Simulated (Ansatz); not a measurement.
# AlNi: from a starting cell to a relaxed one

The start is a generated trial cell of AlNi in the AFLOW prototype AB_oI4_44_a_b (as in GaAs). A full variable-cell relaxation at zero pressure is run with r2SCAN (plane waves to 500 eV, PAW, scalar-relativistic; Ansatz, an electronic-structure program). The first steps use a coarse 15×15×15 k-mesh.

The start:
```yaml
crystal:
  lattice:
    - [-2.22438, 2.28475, 1.22364]
    - [2.22438, -2.28475, 1.22364]
    - [2.22438, 2.28475, -1.22364]
  atoms:
    - { symbol: Ni, position: [0.00000, 0.00000, 0.00000] }
    - { symbol: Al, position: [0.57500, 0.07500, 0.50000] }
```
Spin-polarised start, with parallel moments on Ni.

Task: How large is the pressure on the unrelaxed cell, and of which sign?

Result: +8.6 GPa (positive: the cell is compressed).

Task: Does the structure survive the relaxation? Give the final space group.

Result: The space group goes from Imm2 (No. 44) to Immm (No. 71), with 2 atoms in the primitive cell.

Task: How does the volume change?

Result: +5.6 %, from 12.44 to 13.13 Å³/atom.

Task: How do the shortest distances between atoms change?

Result: The closest pairs of elements (up to four, under 3.6 Å), start → end: Al–Ni 2.29 → 2.43 Å; Ni–Ni 2.45 → 2.63 Å; Al–Al 2.45 → 2.63 Å.

Task: What band gap does the relaxed structure have at this level?

Result: Zero (metallic).

Task: What magnetic moments remain?

Result: Zero (the starting moments vanished).

Task: Write out the relaxed structure.

Result: 
```cif
data_Al2Ni2
_chemical_formula_sum 'Ni2 Al2'
_space_group_name_H-M_alt 'Immm'
_space_group_IT_number 71
_space_group_name_Hall '-I 2 2'
_cell_length_a 2.63039
_cell_length_b 4.09773
_cell_length_c 4.87346
_cell_angle_alpha 90.000
_cell_angle_beta 90.000
_cell_angle_gamma 90.000
loop_
_atom_site_label
_atom_site_type_symbol
_atom_site_symmetry_multiplicity
_atom_site_Wyckoff_symbol
_atom_site_fract_x
_atom_site_fract_y
_atom_site_fract_z
_atom_site_occupancy
Ni1 Ni 2 b 0.50000 0.00000 0.00000 1
Al1 Al 2 d 0.00000 0.50000 0.00000 1
```
(The calculation used a cell of 2 atoms; values per cell refer to that cell.)

Final values are on a 19×19×19 k-mesh of the relaxed cell. No spin polarisation in the result: the starting moments vanished. A magnetic state may lie lower.

The run could not lower the symmetry of its start; a shaken copy of this end point relaxes with r2SCAN to R-3m (No. 166), 0.26 eV/atom lower.

The relaxed structure here is a generated cell of AlNi: the first start was made by placing the elements on the sites of a structure type, and the end was not matched to a known phase here, so it may be hypothetical. Known forms of AlNi include space group No. 221.
